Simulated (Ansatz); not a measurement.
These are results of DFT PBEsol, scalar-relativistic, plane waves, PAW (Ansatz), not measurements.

Cutoff 420 eV; k points 10×10×10 on the computed 4-atom cell (Γ-centred); Gaussian smearing, width 0.10 eV; no spin polarisation.

Structure with the computed forces (eV/Å) in the last three columns:

```xyz
4
Lattice="4.0805 0.0000 0.0000 0.0000 4.0805 0.0000 0.0000 0.0000 4.1394" Properties=species:S:1:pos:R:3:forces:R:3 pbc="T T T" pressure_GPa=-10.72
Al    0.0000    2.0403    2.0103    0.0000    0.0000    0.3330
Al    2.0403    0.0000    2.0103    0.0000    0.0000    0.3330
Al    2.0403    2.0403    0.0904    0.0000    0.0000   -0.6160
Cu    0.0000    0.0000    0.0284    0.0000    0.0000   -0.0490
```

Stress tensor (GPa, compression positive):

```
-10.46   0.00   0.00
  0.00 -10.46   0.00
  0.00   0.00 -11.24
```